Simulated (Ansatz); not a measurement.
A relaxation computed with Ansatz, from input to last step.

```yaml
crystal:
  lattice:
    - [-1.9738204295, 1.9738204295, 6.4374188342]
    - [1.9738204295, -1.9738204295, 6.4374188342]
    - [1.9738204295, 1.9738204295, -6.4374188342]
  atoms:
    - { symbol: Sr, position: [0.35377, 0.35377, 0.0] }
    - { symbol: Sr, position: [0.64623, 0.64623, 0.0] }
    - { symbol: Nb, position: [0.0, 0.0, 0.0] }
    - { symbol: H, position: [0.5, 0.0, 0.5] }
    - { symbol: H, position: [0.0, 0.5, 0.5] }
    - { symbol: H, position: [0.15331, 0.15331, 0.0] }
    - { symbol: H, position: [0.84669, 0.84669, 0.0] }
basis:
  ecutwfc: 420
kpoints:
  mp_grid: { grid: [6, 6, 6] }
hamiltonian:
  xc: pbe
scf:
  occupations: { method: gaussian, width: 0.1 }
  lower_state_search: "off"
output:
  forces: true
  stress: true
  eigenvalues: true
relax:
  adjacent_minimum: "off"
  f_tol: 0.04
  max_steps: 70
  cell: { stress_tol: 0.4 }
```

```bash
ansatz run input.yaml --threads 1 --pin off --max-ram 2560MiB --backend cpu --events-out ev --progress --plain --runs-dir out
```

Method: DFT PBE, scalar-relativistic, plane waves, PAW in Ansatz.

Of 5 frames 5 are shown, positions in Å and forces in eV/Å; the SCF threshold varies from step to step. Steps run on the plane waves of an earlier cell, with a Pulay correction in the pressure. The basis is chosen afresh for the last frame, the zero of the energies, and at times for earlier ones too; energy and pressure can step there, also at an unchanged geometry. Where two frames share a geometry here, they differ by under 2 meV/atom and 0.3 GPa. The mark taken_back stands on steps that the optimiser undid.

```xyz
7
Lattice="-1.9738 1.9738 6.4374 1.9738 -1.9738 6.4374 1.9738 1.9738 -6.4374" Properties=species:S:1:pos:R:3:forces:R:3 pbc="T T T" step=1 free_energy_over_end_meV_per_atom=9.56 pressure_GPa=1.79
Sr    0.0000    0.0000    4.5547    0.0000    0.0000    0.4493
Sr    0.0000    0.0000    8.3201    0.0000    0.0000   -0.4493
Nb    0.0000    0.0000    0.0000    0.0000    0.0000    0.0000
H     0.0000    1.9738    0.0000    0.0000    0.0000    0.0000
H     1.9738    0.0000    0.0000    0.0000    0.0000    0.0000
H     0.0000    0.0000    1.9738    0.0000    0.0000    0.2201
H     0.0000    0.0000   10.9010    0.0000    0.0000   -0.2201
7
Lattice="-2.0108 2.0108 6.4651 2.0108 -2.0108 6.4651 2.0108 2.0108 -6.4651" Properties=species:S:1:pos:R:3:forces:R:3 pbc="T T T" step=2 free_energy_over_end_meV_per_atom=16.21 pressure_GPa=1.30 taken_back
Sr    0.0000    0.0000    4.7697    0.0000    0.0000   -0.9652
Sr    0.0000    0.0000    8.1606    0.0000    0.0000    0.9652
Nb    0.0000    0.0000    0.0000    0.0000    0.0000    0.0000
H     0.0000    2.0108    0.0000    0.0000    0.0000    0.0000
H     2.0108    0.0000    0.0000    0.0000    0.0000    0.0000
H     0.0000    0.0000    2.0415    0.0000    0.0000   -0.0972
H     0.0000    0.0000   10.8888    0.0000    0.0000    0.0972
7
Lattice="-1.9990 1.9990 6.4862 1.9990 -1.9990 6.4862 1.9990 1.9990 -6.4862" Properties=species:S:1:pos:R:3:forces:R:3 pbc="T T T" step=3 free_energy_over_end_meV_per_atom=0.42 pressure_GPa=0.42
Sr    0.0000    0.0000    4.6669    0.0000    0.0000    0.0008
Sr    0.0000    0.0000    8.3055    0.0000    0.0000   -0.0008
Nb    0.0000    0.0000    0.0000    0.0000    0.0000    0.0000
H     0.0000    1.9990    0.0000    0.0000    0.0000    0.0000
H     1.9990    0.0000    0.0000    0.0000    0.0000    0.0000
H     0.0000    0.0000    2.0178    0.0000    0.0000    0.0274
H     0.0000    0.0000   10.9547    0.0000    0.0000   -0.0274
7
Lattice="-2.0041 2.0041 6.4943 2.0041 -2.0041 6.4943 2.0041 2.0041 -6.4943" Properties=species:S:1:pos:R:3:forces:R:3 pbc="T T T" step=4 free_energy_over_end_meV_per_atom=0.30 pressure_GPa=0.07
Sr    0.0000    0.0000    4.6743    0.0000    0.0000    0.0086
Sr    0.0000    0.0000    8.3142    0.0000    0.0000   -0.0086
Nb    0.0000    0.0000    0.0000    0.0000    0.0000    0.0000
H     0.0000    2.0041    0.0000    0.0000    0.0000    0.0000
H     2.0041    0.0000    0.0000    0.0000    0.0000    0.0000
H     0.0000    0.0000    2.0216    0.0000    0.0000    0.0130
H     0.0000    0.0000   10.9670    0.0000    0.0000   -0.0130
7
Lattice="-2.0041 2.0041 6.4943 2.0041 -2.0041 6.4943 2.0041 2.0041 -6.4943" Properties=species:S:1:pos:R:3:forces:R:3 pbc="T T T" step=5 free_energy_over_end_meV_per_atom=0.00 pressure_GPa=0.08
Sr    0.0000    0.0000    4.6743    0.0000    0.0000    0.0091
Sr    0.0000    0.0000    8.3142    0.0000    0.0000   -0.0091
Nb    0.0000    0.0000    0.0000    0.0000    0.0000    0.0000
H     0.0000    2.0041    0.0000    0.0000    0.0000    0.0000
H     2.0041    0.0000    0.0000    0.0000    0.0000    0.0000
H     0.0000    0.0000    2.0216    0.0000    0.0000    0.0127
H     0.0000    0.0000   10.9670    0.0000    0.0000   -0.0127
```

The start puts this composition into another compound's structure type, which needn't suit it. At the end the space group is I4/mmm (tolerance 0.05 Å).

The run took 31 s on 1 thread of Arm Neoverse V1 (shared host), peak memory 0.38 GiB.

The k mesh is coarse.